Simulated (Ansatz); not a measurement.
TaTe (CsCl type, space group No. 221) at seven volumes, the program Ansatz at the r²SCAN level (PAW), scaled uniformly. One row is withheld.

| V (Å³/atom) | P (GPa) |
|---|---|
| 17.956 | ? |
| 18.548 | 10.96 |
| 19.140 | 5.02 |
| 19.732 | 0.00 |
| 20.324 | -4.22 |
| 20.916 | -7.76 |
| 21.508 | -10.76 |

### Question
Fit the shown pressures and predict the withheld one.

### Answer
P = (3/2)B₀(x^(7/2) − x^(5/2))[1 + (3/4)(B′ − 4)(x − 1)] with x = (V₀/V)^(2/3). Least squares on the six rows gives V₀ = 19.733 Å³/atom, B₀ = 153 GPa, B′ = 4.72. At V = 17.956, x = 1.0649 and P = 18.05 GPa. The run itself gave 17.98 GPa.

Space group Pm-3m (CsCl type). The start of the workflow was typed in or built on a structure type; neither database checked (COD, Materials Project) lists it. Whether it is the stable phase at ambient conditions was not checked. The cell was relaxed with r²SCAN under the symmetry of its start; whether a distortion lowers the energy is not shown. No spin polarisation was allowed. Its formation energy is positive at this level, so the cell may be metastable or incomplete. Spin–orbit coupling is left out wherever it is not named.

Potentials: the earlier of the program's two PAW sets.
